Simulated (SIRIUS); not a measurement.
Input and output of a self-consistent single point for Ta2O5 (P2/m, 7 atoms in the cell; from Materials Project mp-1238961, changed as shown) (SIRIUS).

Method: LDA (PW92), PseudoDojo 0.4 standard norm-conserving LDA (tails mended) pseudopotentials (plane waves; SIRIUS).

The change in words: lattice scaled by 0.98. Reference geometry (P2/m):
```xyz
7
Lattice="3.8414 0.0000 0.0000 0.0000 3.8627 0.0000 -1.8189 0.0000 6.5290" Properties=species:S:1:pos:R:3 pbc="T T T"
Ta     1.0558     0.0000     5.1664
Ta     0.9667     0.0000     1.3625
O      1.0914     1.9314     5.2123
O      0.9311     1.9314     1.3167
O     -0.8547     0.0000     5.6842
O      2.8771     0.0000     0.8447
O      1.0112     0.0000     3.2645
```

Reference input (self-consistent single point, DFT, LDA (PW92), plane waves, PseudoDojo 0.4 standard norm-conserving LDA (tails mended) pseudopotentials): parameters.ngridk = 8 8 4; parameters.xc_functionals = [XC_LDA_X, XC_LDA_C_PW]; parameters.gk_cutoff = 9.165 1/bohr; parameters.pw_cutoff = 18.331 1/bohr; parameters.smearing = fermi_dirac; parameters.smearing_width = 0.00183747 Ha; potentials = PseudoDojo 0.4 standard norm-conserving LDA (tails mended) pseudopotentials; parameters.electronic_structure_method = pseudopotential; parameters.num_bands = 34; parameters.num_mag_dims = 0; parameters.num_dft_iter = 100; parameters.energy_tol = 1e-07 Ha. This run's input differs from it in these lines:

```diff
@@ -32,5 +32,5 @@
     "lattice_vectors": [
-      [7.2592128324, 0.0, 0.0],
-      [0.0, 7.2994828961, 0.0],
-      [-3.4372965474, 0.0, 12.3379462786]
+      [7.1140289537, 0.0, 0.0],
+      [0.0, 7.1534939941, 0.0],
+      [-3.3685502007, 0.0, 12.091187731]
     ],
@@ -44,11 +44,11 @@
       "Ta": [
-        [1.9951093801, 0.0, 9.7631402697],
-        [1.8268069049, 0.0, 2.5748060089]
+        [1.955207767, 0.0, 9.5678777634],
+        [1.790270986, 0.0, 2.5233099676]
       ],
       "O": [
-        [2.0623730479, 3.6497414481, 9.8497526526],
-        [1.7595432371, 3.6497414481, 2.488193626],
-        [-1.615070893, 0.0, 10.7416627891],
-        [5.436987178, 0.0, 1.5962834895],
-        [1.9109581425, 0.0, 6.1689731393]
+        [2.0211261691, 3.576746997, 9.6527579013],
+        [1.7243525839, 3.576746997, 2.4384298297],
+        [-1.5827690415, 0.0, 10.5268298624],
+        [5.3282477945, 0.0, 1.5643578686],
+        [1.8727393765, 0.0, 6.0455938655]
       ]
```

Log, with long lists cut:

```
[find] density tolerance         : 1e-06
[find] total energy tolerance    : 1e-07
[find] iter_solver_tol (initial) : 0.01
[find] iter_solver_tol (target)  : 1e-13
[find] num_dft_iter              : 100
Charges and magnetic moments
--------------------------------------------------------------------------------
total charge          : 56.000000
[find] | SCF iteration   0 out of 100|
[diagonalize] iterative solver tolerance (occupied, empty): 0.01 0.01
[diagonalize] average number of iterations: 2
[find] Charges and magnetic moments
[find] total charge          : 56.000000
[find] Energy
[find] smearing (-TS)                 :      -0.00000000
   [... lines left out ...]

[find] Charges and magnetic moments
[find] total charge          : 56.000000
[find] Energy
[find] smearing (-TS)                 :      -0.00000000
[find] Total energy                   :    -213.21999109 (Ha),    -426.43998219 (Ry)
[find] Free energy (E-TS)             :    -213.21999109 (Ha),    -426.43998219 (Ry)
[find] band gap (eV)                  :       2.27292638
[find] Efermi                         :       0.31379208
[find] iteration : 20, RMS (target) : 9.6707e-07 (1.0000e-06) , energy difference (target) : -2.5815e-10 (1.0000e-07)
[find] bands are converged : true
[find] iterative solver converged : false
[find] converged after 21 SCF iterations!
[find] Charges and magnetic moments
[find] total charge          : 56.000000
[find] Energy
[find] smearing (-TS)                 :      -0.00000000
[find] Total energy                   :    -213.21999109 (Ha),    -426.43998219 (Ry)
[find] Free energy (E-TS)             :    -213.21999109 (Ha),    -426.43998219 (Ry)
[find] band gap (eV)                  :       2.27292638
[find] Efermi                         :       0.31379208
[ground_state] === stress tensor components [kbar] ===
[ground_state] === stress_total ===
[ground_state]   -46.453591    0.000000   -0.079788
[ground_state]     0.000000  -88.455744    0.000000
[ground_state]    -0.079788    0.000000  -55.796471
[ground_state] ==== total Forces in Ha/bohr =====
   [... lines left out ...]
[ground_state] atom:    2, force:       0.0005790      0.0000000      0.0012226
[ground_state] atom:    3, force:      -0.0005790     -0.0000000     -0.0012226
[ground_state] atom:    4, force:      -0.0006861     -0.0000000      0.0004130
[ground_state] atom:    5, force:       0.0006861      0.0000000     -0.0004130
[ground_state] atom:    6, force:       0.0000000      0.0000000      0.0000000
```

The run converged in 21 iterations. SIRIUS prints the stress tensor with tension positive. Against the reference run the free energy goes down by 7.0 meV/atom, the pressure goes from -8.41 to 6.36 GPa, the largest force goes from 0.090 to 0.226 eV/Å and the gap on the mesh goes from 2.131 to 2.273 eV.

Spin-orbit coupling is left out, which matters for bands and gaps with elements this heavy. The structure comes from a collection of computed structures, made at another level of theory; the collection holds predicted forms beside known ones.

Cost on one core: very roughly 4 core-minutes.

The gap that the log prints is read on the run's mesh, which can miss the band edges or a crossing.

“Tails mended”: in these copies of the files the far tail of each local potential was reset to the Coulomb form.
